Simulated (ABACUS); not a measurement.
Input and output of a self-consistent single point for Al (P1, 4 atoms in the cell; from Materials Project mp-134, changed as shown) (ABACUS).

All values come from this method and carry its errors: LDA (PW92), PseudoDojo 0.4 standard norm-conserving LDA (tails mended) pseudopotentials (plane waves; ABACUS 3.10.1).

The change in words: atoms moved at random. Reference geometry (Fm-3m):
```yaml
crystal:
  lattice:
    - [4.02681, 0.00000, 0.00000]
    - [0.00000, 4.02681, 0.00000]
    - [0.00000, 0.00000, 4.02681]
  atoms:
    - { symbol: Al, position: [0.00000, 0.00000, 0.00000] }
    - { symbol: Al, position: [0.00000, 0.50000, 0.50000] }
    - { symbol: Al, position: [0.50000, 0.00000, 0.50000] }
    - { symbol: Al, position: [0.50000, 0.50000, 0.00000] }
```

Reference input (self-consistent single point, DFT, LDA (PW92), plane waves, PseudoDojo 0.4 standard norm-conserving LDA (tails mended) pseudopotentials): KPT = Gamma 12 12 12 0 0 0; basis_type = pw; dft_functional = PWLDA; ecutwfc = 44 Ry; smearing_method = fd; smearing_sigma = 0.00734986 Ry; potentials = PseudoDojo 0.4 standard norm-conserving LDA (tails mended); symmetry = 1; symmetry_prec = 1e-05; ks_solver = dav_subspace; scf_nmax = 100; scf_thr = 1.0e-09 Ry. This run's input differs from it in these lines:

```diff
@@ -36,6 +36,6 @@
 4
-   0.0000000000    0.0000000000    0.0000000000
-   0.0000000000    0.5000000000    0.5000000000
-   0.5000000000    0.0000000000    0.5000000000
-   0.5000000000    0.5000000000    0.0000000000
+  -0.0202860000    0.0056390000   -0.0005690000
+   0.0117550000    0.5008510000    0.5031180000
+   0.5127170000   -0.0038440000    0.4978170000
+   0.4958140000    0.4973540000   -0.0003670000
 # file: KPT
```

Output, abridged:

```
 SELF-CONSISTENT
 -------------------------------------------
                                 init_chg = atomic

 PW ALGORITHM --------------- ION=   1  ELEC=   1--------------------------------
 Notice: Threshold on eigenvalues was too large.

 Density error is 0.022717899873
                          Error Threshold = 0.000190687675806
 E_KohnSham     -18.9032560906       -257.1919935847
 E_Fermi        0.5760507182         7.8375721045

 PW ALGORITHM --------------- ION=   1  ELEC=   2--------------------------------

 Density error is 0.00126450542043
                          Error Threshold = 0.000189315832275
   [... lines left out ...]

 Density error is 1.06655599081e-09
                          Error Threshold = 2.16915990428e-10
 E_KohnSham     -18.9034725041       -257.1949380422
 E_Fermi        0.5735760534         7.8039025621

 PW ALGORITHM --------------- ION=   1  ELEC=   7--------------------------------

 Density error is 2.67107542876e-11
                          Error Threshold = 8.88796659006e-12
 E_KohnSham     -18.9034725043       -257.1949380448
 E_KS(sigma->0) -18.9013363639       -257.1658743640
 E_entropy(-TS) -0.0042722808        -0.0581273617
 E_Fermi        0.5735762271         7.8039049265
 charge density convergence is achieved
 final etot is -257.19493804 eV
 EFERMI = 7.8039049265 eV

 STATE ENERGY(eV) AND OCCUPATIONS    NSPIN == 1
   [... 13 lines left out ...]

 TOTAL-FORCE (eV/Angstrom)
                       Al1         0.3720918555        -0.0951044370         0.0164044992
                       Al2        -0.0572439901         0.0099599051        -0.0519853941
                       Al3        -0.2702631925         0.0281853538         0.0189302429
                       Al4        -0.0445846728         0.0569591781         0.0166506519

 TOTAL-STRESS (KBAR)
       -23.1923120444        -0.6278204082        -0.0138764367
        -0.6278204082       -27.9982945839        -0.0993372356
        -0.0138764367        -0.0993372356       -23.9528239434
 TOTAL-PRESSURE: -25.047810 KBAR

 --------------------------------------------
 !FINAL_ETOT_IS -257.1949380448467082 eV
 --------------------------------------------
```

The run converged in 7 iterations. Against the reference run the free energy rises by 6.2 meV/atom, the pressure goes from -2.76 to -2.50 GPa and the largest force goes from 0.000 to 0.384 eV/Å.

The structure comes from a collection of computed structures, made at another level of theory; the collection holds predicted forms beside known ones. Its lattice was then scaled.

Cost on one core: very roughly 5 core-minutes.

“Tails mended”: in these copies of the files the far tail of each local potential was reset to the Coulomb form.
